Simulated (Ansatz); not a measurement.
SiW:
```
CELL_PARAMETERS angstrom
      3.03697     0.00000     0.00000
      0.00000     3.03697     0.00000
      0.00000     0.00000     3.03697
ATOMIC_POSITIONS crystal
  W  0.00000 0.00000 0.00000
  Si 0.50000 0.50000 0.50000
```

Relaxed with r²SCAN. Special points in fractions of this cell's reciprocal vectors: Γ (0.000, 0.000, 0.000); X (0.000, 0.500, 0.000); M (0.500, 0.500, 0.000); R (0.500, 0.500, 0.500).

Q: List the band energies nearest the Fermi level at these points for r²SCAN in the plane-wave PAW code Ansatz.

A: In eV from the Fermi level; about four levels below and three above (degenerate sets whole), none deeper than 8.9 eV; points with the same levels are listed once.

| k | below | above |
|---|---|---|
| Γ | -3.98 -3.98 | 1.99 1.99 1.99 |
| X | -8.56 -2.63 -1.84 -1.84 | 2.57 4.35 5.46 |
| M | -3.96 -3.96 -3.92 -0.41 -0.41 | 4.41 5.66 5.75 |
| R | -6.51 -6.51 -6.51 -3.52 | 3.26 3.26 3.26 |

Space group Pm-3m (CsCl type). The cell is a constructed one: a structure type filled with these elements; neither database checked (COD, Materials Project) lists it. Whether it is the stable phase at ambient conditions was not checked. The cell was relaxed with r²SCAN under the symmetry of its start; its stability against distortions is not shown here. The run is not spin-polarised. Scalar-relativistic: spin–orbit coupling is off unless named, which matters more the heavier the elements.

Potentials: the earlier of the program's two PAW sets.
